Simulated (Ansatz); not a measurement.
Relaxation of a generated trial cell of TiSi in the FeB structure type; 8 atoms in the cell, which starts as Pnma (No. 62), oP8; a = 7.6760 Å, b = 4.1154 Å, c = 5.6615 Å, α = β = γ = 90.00°. Computed with r2SCAN (plane waves to 500 eV, PAW, scalar-relativistic; Ansatz, an electronic-structure program). Γ-centred k-mesh 3×6×4 on the run's cell (coarser than for final values), Fermi–Dirac smearing 0.05 eV. This is the first round of the run. 

The optimiser's lines from the output (shortened; P is positive under compression):

```
relax step   1: F+E_penalty+E_count = -12572.58746551 eV  Δ(F+E_penalty+E_count) = +0.000e0 eV  max|allowed force component| = 9.313e-1 eV/Å  Δτ_max = 0.0000 Å  P = -24.846 GPa  Ω = 178.845 Å³  (8 SCF iters, dr2 threshold 1.00e-7 eV, accepted)
relax step   2: F+E_penalty+E_count = -12576.38113372 eV  Δ(F+E_penalty+E_count) = -3.794e0 eV  max|allowed force component| = 1.018e0 eV/Å  Δτ_max = 0.0644 Å  P = -22.663 GPa  Ω = 155.562 Å³  (7 SCF iters, dr2 threshold 8.00e-7 eV, accepted)
relax step   3: F+E_penalty+E_count = -12579.22473514 eV  Δ(F+E_penalty+E_count) = -2.844e0 eV  max|allowed force component| = 7.427e-1 eV/Å  Δτ_max = 0.0736 Å  P = -14.765 GPa  Ω = 134.465 Å³  (7 SCF iters, dr2 threshold 8.00e-7 eV, accepted)
relax step   4: F+E_penalty+E_count = -12580.21544531 eV  Δ(F+E_penalty+E_count) = -9.907e-1 eV  max|allowed force component| = 1.021e-1 eV/Å  Δτ_max = 0.0728 Å  P = +0.684 GPa  Ω = 117.511 Å³  (6 SCF iters, dr2 threshold 8.00e-7 eV, accepted)
relax step   5: F+E_penalty+E_count = -12580.20904639 eV  Δ(F+E_penalty+E_count) = +6.399e-3 eV  max|allowed force component| = 2.514e-1 eV/Å  Δτ_max = 0.0314 Å  P = -0.116 GPa  Ω = 117.989 Å³  (6 SCF iters, dr2 threshold 8.00e-7 eV, rejected (line search))
relax step   6: F+E_penalty+E_count = -12580.22254734 eV  Δ(F+E_penalty+E_count) = -7.102e-3 eV  max|allowed force component| = 6.100e-2 eV/Å  Δτ_max = 0.0133 Å  P = -0.045 GPa  Ω = 117.973 Å³  (10 SCF iters, accepted)
relax step   7: F+E_penalty+E_count = -12580.22301058 eV  Δ(F+E_penalty+E_count) = -4.632e-4 eV  max|allowed force component| = 2.441e-2 eV/Å  Δτ_max = 0.0087 Å  P = +0.048 GPa  Ω = 117.893 Å³  (5 SCF iters, dr2 threshold 8.00e-7 eV, accepted)
relax step   8: F+E_penalty+E_count = -12580.22367056 eV  Δ(F+E_penalty+E_count) = -6.600e-4 eV  max|allowed force component| = 5.437e-3 eV/Å  Δτ_max = 0.0059 Å  P = -0.005 GPa  Ω = 117.939 Å³  (4 SCF iters, dr2 threshold 1.64e-7 eV, accepted)
relax step   9: F+E_penalty+E_count = -12580.21208408 eV  Δ(F+E_penalty+E_count) = +1.159e-2 eV  max|allowed force component| = 5.337e-3 eV/Å  Δτ_max = 0.0000 Å  P = -0.070 GPa  Ω = 117.939 Å³  stress off target by 7.63e-2 GPa  SCF on the basis re-selected at this cell (its energy is not comparable with the rows above)  (7 SCF iters)
relax step  10: F+E_penalty+E_count = -12580.21212020 eV  Δ(F+E_penalty+E_count) = -3.611e-5 eV  max|allowed force component| = 6.213e-4 eV/Å  Δτ_max = 0.0007 Å  P = -0.006 GPa  Ω = 117.888 Å³  (4 SCF iters, dr2 threshold 1.45e-8 eV, accepted)
relax step  11: F+E_penalty+E_count = -12580.21210864 eV  Δ(F+E_penalty+E_count) = +1.156e-5 eV  max|allowed force component| = 6.233e-4 eV/Å  Δτ_max = 0.0000 Å  P = -0.006 GPa  Ω = 117.888 Å³  stress off target by 6.11e-3 GPa  SCF on the basis re-selected at this cell (its energy is not comparable with the rows above)  (5 SCF iters)
```

From the first to the last row the energy changes by -0.95 eV/atom and the volume by -34.1 %. The last row is marked as not comparable with the walk above it, whose basis was carried along; it does compare with step 1, since both stand on a basis selected at the nominal cutoff for their own cell.

Step 5 was rejected by the optimiser.

Later rounds, restarted from the end of this one on a renewed k-mesh, logged 8 more steps and released under 0.01 eV/atom more. The final structure after all rounds: Pnma (No. 62), oP8; a = 6.5055 Å, b = 3.6323 Å, c = 4.9900 Å, α = 90.00°, β = 90.00°, γ = 90.00°. Between re-selections the logged energies stand on a plane-wave basis carried along with the cell. No spin polarisation in the result.

The run could not lose the symmetry of its start; a randomly shaken copy of 8 atoms returns to this structure.

The first start was generated by placing the elements on the sites of a structure type. Materials Project lists a structure of TiSi in the same space group, Pnma (No. 62); the sites were not compared with it, nor with measured phases.
